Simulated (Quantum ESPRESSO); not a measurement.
# Planted mistakes on one cell of Al2SiZnN4

Calculated results; nothing here was measured. They come from pw.x of Quantum ESPRESSO 7.5, a plane-wave density functional program, with PseudoDojo standard norm-conserving files (v0.5 for PBE, v0.4.1 for LDA and PBEsol). The cells are made up: elements, strain and atom displacements were drawn at random, and nothing was relaxed. There is no spin polarisation, spin-orbit coupling or dispersion term.

The cell has 8 sites of a zincblende or diamond lattice. Sites 1 to 4 hold Al Si Zn Al; sites 5 to 8 hold N N N N. Cell vectors in Å: (4.265, -0.064, 0.015); (-0.064, 4.439, 0.011); (0.015, 0.011, 4.376). Settings: PBE, cutoff 1143 eV, 4 x 4 x 4 k mesh shifted by half a step, Fermi-Dirac smearing of 0.025 eV.

The intended run has a self-consistency threshold of 1e-07 eV, a smearing term of 0.000 eV, a pressure of 13.87 GPa and 12 iterations. Each further run changes one thing: all lengths scaled by 0.9919; atoms of sites 4 and 8 exchanged; cutoff 825 eV; files of PBEsol; k mesh 2 x 2 x 2; one electron removed; smearing 0.66 eV; threshold 0.1 eV. A coarse mesh keeps the shift, and a charged cell sits in a uniform background.

| run | change of free energy (eV) | smearing term -TS (eV) | change of P (GPa) | largest change of a force component (eV/Å) | iterations |
| --- | --- | --- | --- | --- | --- |
| A | 6.401 | 0.000 | -4.74 | 0.190 | 11 |
| B | -0.186 | -0.818 | 0.88 | 0.219 | 11 |
| C | 0.200 | 0.000 | 0.22 | 0.108 | 12 |
| D | 0.210 | 0.000 | 6.03 | 0.472 | 12 |
| E | -9.068 | -0.012 | -26.50 | 0.738 | 13 |
| F | 1.012 | 0.000 | -18.93 | 0.032 | 12 |
| G | 16.069 | -0.003 | 36.07 | 10.737 | 13 |
| H | 0.021 | 0.000 | 2.72 | 0.126 | 5 |

A rerun of the intended cell at 1437 eV and k mesh 6 x 6 x 6 moved values by no more than 0.003 eV in the cell's energy, 0.02 GPa in stress and 0.002 eV/Å in force.

Question: which change belongs to which run?

## Worked reading

Run H has the fewest iterations, as a run stopped early does. Run B has the largest smearing term, as wide smearing gives. Run D changes the volume by a factor of 0.9759; minus its pressure change over the logarithm of that factor, 247 GPa, is a rough bulk modulus with clamped atoms. Energies from files of another functional, or of a charged cell, have another zero and say nothing on stability; the pressure of a charged cell rests on the program's zero of potential too.

## Key

| run | change |
| --- | --- |
| A | files of PBEsol |
| B | smearing 0.66 eV |
| C | k mesh 2 x 2 x 2 |
| D | all lengths scaled by 0.9919 |
| E | one electron removed |
| F | cutoff 825 eV |
| G | atoms of sites 4 and 8 exchanged |
| H | threshold 0.1 eV |